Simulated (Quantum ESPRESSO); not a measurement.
# Strain and stress in Al2GaInP4

Calculated results; nothing here was measured. They come from pw.x of Quantum ESPRESSO 7.5, a plane-wave density functional program, with PseudoDojo standard norm-conserving files (v0.5 for PBE, v0.4.1 for LDA and PBEsol). The cells are made up: elements, strain and atom displacements were drawn at random, and nothing was relaxed. There is no spin polarisation, spin-orbit coupling or dispersion term.

The cell has 8 sites of a zincblende or diamond lattice. Sites 1 to 4 hold Al Al Ga In; sites 5 to 8 hold P P P P. Cell vectors in Å: (5.693, -0.014, -0.044); (-0.014, 5.786, -0.099); (-0.043, -0.098, 5.692). Settings: PBE, cutoff 1088 eV, 4 x 4 x 4 k mesh shifted by half a step, Fermi-Dirac smearing of 0.025 eV.

Each run adds the same strain along x and y to one cell, with the atoms carried along; the vectors above are those of run 5. Stress is positive in tension and P is minus a third of its trace. E is the free energy for each atom above the lowest run shown.

| run | strain (%) | s_xx (GPa) | s_yy (GPa) | s_zz (GPa) | s_xy (GPa) | P (GPa) | E (meV/atom) |
| --- | --- | --- | --- | --- | --- | --- | --- |
| 1 | -2.38 | -0.55 | 0.35 | 0.62 | -0.57 | -0.14 | 0.00 |
| 2 | -2.13 | -0.13 | 0.78 | 0.88 | -0.56 | -0.51 | 0.07 |
| 3 | -1.76 | 0.46 | 1.39 | 1.26 | -0.54 | -1.04 | 0.74 |
| 5 | -0.29 | 2.64 | 3.62 | 2.60 | -0.50 | -2.95 | 9.50 |
| 6 | 0.75 | 4.01 | 5.02 | 3.41 | -0.47 | -4.15 | 21.20 |
| 7 | 1.49 | 4.90 | 5.93 | 3.92 | -0.45 | -4.92 | 32.16 |
| 4 | -0.89 | ? | ? | ? | ? | ? | ? |

A rerun of one of these cells at 1377 eV and k mesh 6 x 6 x 6 moved values by no more than 0.006 eV in the cell's energy, 0.02 GPa in stress and 0.002 eV/Å in force.

## Worked fit

A parabola through the six runs shown gives s_xx = 3.04 + 1.35 e - 0.066 e² GPa, with e in per cent and a scatter of 0.01 GPa. The slope is a stiffness of 135 ± 1 GPa for each unit of this strain at e = 0, the sum of the responses of s_xx to strain along x and along y. The atoms are clamped, and relaxing them would in general lower it. The error is the larger of the fit's own and the change that a cubic makes, rounded up.

## Withheld run

Question: what s_xx should run 4 give?

The fit gives 1.79 GPa. The calculation gave 1.79 GPa.

| run | strain (%) | s_xx (GPa) | s_yy (GPa) | s_zz (GPa) | s_xy (GPa) | P (GPa) | E (meV/atom) |
| --- | --- | --- | --- | --- | --- | --- | --- |
| 4 | -0.89 | 1.79 | 2.75 | 2.08 | -0.52 | -2.21 | 4.77 |